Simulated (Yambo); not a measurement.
## GaSeCl monolayer: sweep of GW parameters

G0W0@PBEsol for a free-standing GaSeCl monolayer (symmetry Pmn2_1, slab cell 19.5 Å high) in Yambo. Reference settings: 4×4×1 Γ-centred k mesh, bands 11 to 168 and a 5 Ry block in the screening, 168 bands in G with the Bruneval-Gonze terminator, plasmon pole fitted at 27.2 eV, slab-truncated Coulomb interaction, stochastic integration of W near q = 0. The PBEsol gap Γ → Γ on this mesh is 2.79 eV; G0W0 gaps are taken between the same points.

```json
[
 {"change from the reference": "reference settings", "G0W0 gap Γ → Γ (eV)": "4.84", "shift of the valence edge (eV)": "-1.29", "rough Yambo cost": "1"},
 {"change from the reference": "115 bands in G", "G0W0 gap Γ → Γ (eV)": "4.84", "shift of the valence edge (eV)": "-1.25", "rough Yambo cost": "–"},
 {"change from the reference": "88 bands in W", "G0W0 gap Γ → Γ (eV)": "4.92", "shift of the valence edge (eV)": "-1.22", "rough Yambo cost": "within a factor of two"},
 {"change from the reference": "no stochastic integration of W", "G0W0 gap Γ → Γ (eV)": "5.83", "shift of the valence edge (eV)": "-1.83", "rough Yambo cost": "–"},
 {"change from the reference": "3 Ry block", "G0W0 gap Γ → Γ (eV)": "4.75", "shift of the valence edge (eV)": "-1.19", "rough Yambo cost": "within a factor of two"},
 {"change from the reference": "4×2×1 mesh", "G0W0 gap Γ → Γ (eV)": "4.78", "shift of the valence edge (eV)": "-1.17", "rough Yambo cost": "about 1/2"},
 {"change from the reference": "75 bands in G, no terminator", "G0W0 gap Γ → Γ (eV)": "4.85", "shift of the valence edge (eV)": "-0.66", "rough Yambo cost": "–"},
 {"change from the reference": "115 bands in G, no terminator", "G0W0 gap Γ → Γ (eV)": "4.86", "shift of the valence edge (eV)": "-0.94", "rough Yambo cost": "–"}
]
```

The reference isn't shown to be the converged limit. Costs are rough (shared machines), scaled to the same edge states, and given only for runs that recompute the screening. Without the stochastic integration, the mesh misses the sharp change of W near q = 0 in a layer: the 0.99 eV of that row are a sampling artefact.

Spin-orbit splittings are left out.

The standard potentials for Ga, Se keep a d shell in the valence without the s and p states of that shell. In tests on such compounds this moved G0W0 gaps by up to about 0.9 eV, so absolute quasiparticle energies here are unreliable; differences between settings are what counts.

Geometry relaxed with PBEsol; primitive cell a = 3.7963 Å, b = 5.4625 Å, c = 19.5000 Å, α = β = γ = 90.00°.

This is a model layer cut from the bulk structure; whether it is stable on its own was not checked.

A shift is the quasiparticle energy of the state minus its PBEsol energy.
